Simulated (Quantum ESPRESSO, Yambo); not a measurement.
**Levels of theory for the gap of LaAgSO**

LaAgSO (space group P4/nmm, No. 129): one geometry, one set of norm-conserving PBEsol (Quantum ESPRESSO, 110 Ry, no spin-orbit coupling) orbitals, self-energies from Yambo (4×4×1 Γ-centred k mesh, bands 9 to 179 and a 6 Ry block in the screening, 179 bands in G with the Bruneval-Gonze terminator, plasmon pole fitted at 27.2 eV).

The geometry is that of Materials Project entry mp-6625, symmetrised and not relaxed again.

| level | gap Γ → Γ (eV) | rough Yambo cost |
|---|---|---|
| PBEsol (Quantum ESPRESSO) | 1.22 | – |
| exchange only (Hartree-Fock self-energy on PBEsol orbitals) | 8.63 | about 1/10 (6 states) |
| static COHSEX@PBEsol | 2.37 | within a factor of two (2 states) |
| G0W0@PBEsol, plasmon pole | 2.14 | 1 (6 states) |
| G0W0@PBEsol, multipole fit to 8 frequencies, no terminator | 2.07 | within a factor of two (2 states) |

Bare exchange has no screening and gives the widest gap; static COHSEX screens it but leaves out the frequency dependence, which G0W0 restores.

Costs are rough ratios of core time on shared machines.

Nearest settings tried, and what they do to the gap: 95 bands in W: +158 meV. Not varied: bands in G, block, mesh. So the settings aren't converged at that level.

Spin-orbit splittings are left out. The 4f states are in the valence at their DFT position.
